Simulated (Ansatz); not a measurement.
The start is a generated cell, TaAs placed in the MnP structure type. The cell and all atomic positions are relaxed at zero pressure with PBE (plane waves to 420 eV, PAW, scalar-relativistic; Ansatz, a quantum-chemistry and plane-wave program). The first steps use a coarse 4×6×4 k-mesh.

Input geometry:
```
TaAs
1.0
    6.00978     0.00000     0.00000
    0.00000     3.64627     0.00000
    0.00000     0.00000     6.76834
Ta As
4 4
Direct
  0.50560   0.25000   0.69520
  0.00560   0.25000   0.80480
  0.49440   0.75000   0.30480
  0.99440   0.75000   0.19520
  0.68790   0.25000   0.06960
  0.18790   0.25000   0.43040
  0.31210   0.75000   0.93040
  0.81210   0.75000   0.56960
```

### Question
How large is the pressure on the unrelaxed cell, and of which sign?

### Answer
-5 GPa (negative: the cell is under tension).

### Question
What is the largest force in the starting geometry, and on which atom (counted from 1)?

### Answer
About 0.9 eV/Å, on Ta1, Ta2, Ta3, Ta4 (atoms numbered as listed).

### Question
How does the volume per atom move from start to end?

### Answer
-3.2 %, from 18.54 to 17.95 Å³/atom.

### Question
How do the shortest distances between atoms change?

### Answer
The closest pairs of elements (up to four, under 3.6 Å), start → end: As–Ta 2.62 → 2.58 Å; Ta–Ta 3.10 → 2.97 Å; As–As 3.05 → 3.14 Å.

### Question
Is the relaxed structure metallic? Give its gap.

### Answer
No gap (metallic).

### Question
What does it relax into? Give the structure.

### Answer

Space group Pnma (No. 62); a = 6.270 Å, b = 3.491 Å, c = 6.561 Å, α = β = γ = 90.00°

```json
[
 {"atom": "Ta", "site": "4c", "symmetry": ".m.", "x": "0.0067", "y": "0.2500", "z": "0.1832"},
 {"atom": "As", "site": "4c", "symmetry": ".m.", "x": "0.1936", "y": "0.2500", "z": "0.5728"}
]
```

The space group stays Pnma (No. 62) (the run could not lower it); the end is AFLOW prototype AB_oP8_62_c_c (B31, as in MnP), with 8 atoms in the primitive cell. Final values are on a 8×13×7 k-mesh of the relaxed cell. No spin polarisation in the result.

The run could not lose the symmetry of its start; a randomly shaken copy of 8 atoms returns to this structure.

The relaxed structure here is a generated cell of TaAs: the first start was made by placing the elements on the sites of a structure type, and the end was not matched to a known phase here, so it may be hypothetical. Known forms of TaAs include space group No. 109.
